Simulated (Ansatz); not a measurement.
Consider the following.

BeSe:
```cif
data_BeSe
_chemical_formula_sum 'Be1 Se1'
_space_group_name_H-M_alt 'Pm-3m'
_space_group_IT_number 221
_space_group_name_Hall '-P 4 2 3'
_cell_length_a 3.10282
_cell_length_b 3.10282
_cell_length_c 3.10282
_cell_angle_alpha 90.000
_cell_angle_beta 90.000
_cell_angle_gamma 90.000
loop_
_atom_site_label
_atom_site_type_symbol
_atom_site_symmetry_multiplicity
_atom_site_Wyckoff_symbol
_atom_site_fract_x
_atom_site_fract_y
_atom_site_fract_z
_atom_site_occupancy
Be1 Be 1 a 0.00000 0.00000 0.00000 1
Se1 Se 1 b 0.50000 0.50000 0.50000 1
```

This is the PBE-relaxed structure.

Q: All from plane-wave PAW PBE (Ansatz code), unless another level is named. Predict the electronic character.

A: metallic (no gap).

Q: Next, the density of states at the Fermi level?

A: 0.47 states/eV per atom (mean over ±0.08 eV).

Q: Next, the formation energy from the elements (no fitted shifts)?

A: 0.55 eV/atom.

Q: Give the gap with spin–orbit coupling.

A: none (metallic).

A made-up cell: these elements were put on the sites of a structure type; neither database checked (COD, Materials Project) lists it. COD files the formula under space group No. 216, so this cell is another polymorph or a model. Its standing as an ambient phase is unchecked. The cell was relaxed with PBE under the symmetry of its start; its stability against distortions is not shown here. The references are the lowest solids computed at this level, not always the standard phases. Spin–orbit coupling is left out wherever it is not named.

Potentials: the earlier of the program's two PAW sets.
